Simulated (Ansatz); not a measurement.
## BP: computed property card

BP:
```
CELL_PARAMETERS angstrom
      6.23416     0.00000     0.00000
      0.00000     3.21723     0.00000
      0.00000     0.00000     5.36337
ATOMIC_POSITIONS crystal
  B  0.16261 0.25000 0.39969
  B  0.33739 0.75000 0.89969
  B  0.83739 0.75000 0.60031
  B  0.66261 0.25000 0.10031
  P  0.83851 0.25000 0.39236
  P  0.66149 0.75000 0.89236
  P  0.16149 0.75000 0.60764
  P  0.33851 0.25000 0.10764
```

Space group Pnma (No. 62); conventional cell a = 6.234 Å, b = 3.217 Å, c = 5.363 Å, α = β = γ = 90.00°.

Method: plane-wave PAW r²SCAN+D4 (Ansatz code). Geometry: relaxed at this level of theory. Other levels are named where they apply.

Cell and energy:

Volume per atom: 13.45 Å³
Density: 2.58 g/cm³
Formation energy from the elements (no fitted shifts): -0.19 eV/atom

Electronic structure:

- Band gap = 0.80 eV (indirect)
- Valence-band maximum = at Γ
- Conduction-band minimum = at U (k = 0.500, 0.000, 0.500 in fractions of the reciprocal vectors)
- Smallest direct gap on the standard path = 1.22 eV
- Hole effective mass = 0.19, 0.49, 0.83 mₑ (principal values)
- HSE06 gap on the r²SCAN+D4 cell = 1.42 eV

Mechanics:

- Bulk modulus (Birch–Murnaghan fit) = 1320 kbar
- Pressure derivative B′ = 2.7
- Elastic constants (relaxed ions, GPa) = C11 = 180, C22 = 325, C33 = 276, C12 = 59.8, C13 = 136, C23 = 32.8, C44 = 112, C55 = 117, C66 = 73.5
- Mechanical stability = stable (all eigenvalues of C positive)
- Hill bulk and shear moduli = 136 and 88.4 GPa
- Young's modulus = 218 GPa
- Poisson's ratio = 0.23
- Debye temperature from the elastic constants = 812 K

Charges:

* **Bader charges**: B +0.64, P -0.64 e

The start of the workflow was typed in or built on a structure type; neither database checked (COD, Materials Project) lists it. It is not the phase usual at ambient conditions (space group No. 216). Symmetry was held in the r²SCAN+D4 relaxation; its stability against distortions is not shown here. The volume moved by 25 % from the start of the relaxation. The references are the lowest solids computed at this level, not always the standard phases.

Potentials: the later of the program's two PAW sets.
